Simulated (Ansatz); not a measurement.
## ¹⁷O NMR of the central transition in Sc₂P₃H₃O₉

Cell: a computed structure from the Materials Project (it need not be an observed phase), taken as it stands.

```cif
data_Sc2P3H3O9
_symmetry_space_group_name_H-M 'P6_3/m'
_symmetry_Int_Tables_number 176
_cell_length_a 8.4354
_cell_length_b 8.4354
_cell_length_c 7.8050
_cell_angle_alpha 90.000
_cell_angle_beta 90.000
_cell_angle_gamma 120.000
loop_
_atom_site_label
_atom_site_type_symbol
_atom_site_symmetry_multiplicity
_atom_site_Wyckoff_symbol
_atom_site_fract_x
_atom_site_fract_y
_atom_site_fract_z
Sc Sc 4 f 0.6667 0.3333 0.9545
H H 6 h 0.0048 0.1743 0.2500
P P 6 h 0.9569 0.3120 0.2500
O17 O 12 i 0.1520 0.7124 0.9142
O21 O 6 h 0.4980 0.3588 0.7500
```

One atom of each set is listed.

Method: Kohn–Sham DFT in Ansatz, PBE, plane waves and PAW, scalar-relativistic, 420 eV cutoff, Γ-centred 3×3×3 k-points, Fermi–Dirac smearing 0.02 eV.

¹⁷O has I = 5/2 and Q = -25.58 mb (Pyykkö 2018); at 7.05 T its Larmor frequency is ν₀ = 40.7 MHz. Only the quadrupole interaction is simulated: positions count from each site's isotropic chemical shift, and shift anisotropy, dipolar and J coupling are left out.

(1) Simulate the second-order pattern (static powder, Gaussian broadening 0.7 kHz) of site O21 (1 P at 1.55 Å, 2 Sc at 2.22 Å).

## Answers

(1) The calculation gives C_Q = -5.54 MHz and η = 0.32, so ν_Q = 0.830 MHz and the centre of gravity lies at -115 ppm (-4.67 kHz).

offset (kHz), height and a bar:
```
   -21.73          0 
   -20.63          1 
   -19.53         33 ##########
   -18.44         45 #############
   -17.34         47 ##############
   -16.25         49 ###############
   -15.15         53 ################
   -14.06         57 #################
   -12.96         62 ###################
   -11.87         70 #####################
   -10.77         91 ###########################
    -9.68         90 ###########################
    -8.58         71 #####################
    -7.48         64 ###################
    -6.39         60 ##################
    -5.29         57 #################
    -4.20         55 #################
    -3.10         54 ################
    -2.01         54 ################
    -0.91         54 ################
     0.18         50 ###############
     1.28         43 #############
     2.37         46 ##############
     3.47         51 ###############
     4.57         58 #################
     5.66         74 ######################
     6.76        100 ##############################
     7.85         59 ##################
     8.95         47 ##############
    10.04         32 ##########
    11.14          1 
    12.23          0
```

At O21 V_zz points along its shortest bond, to P (within 2°).
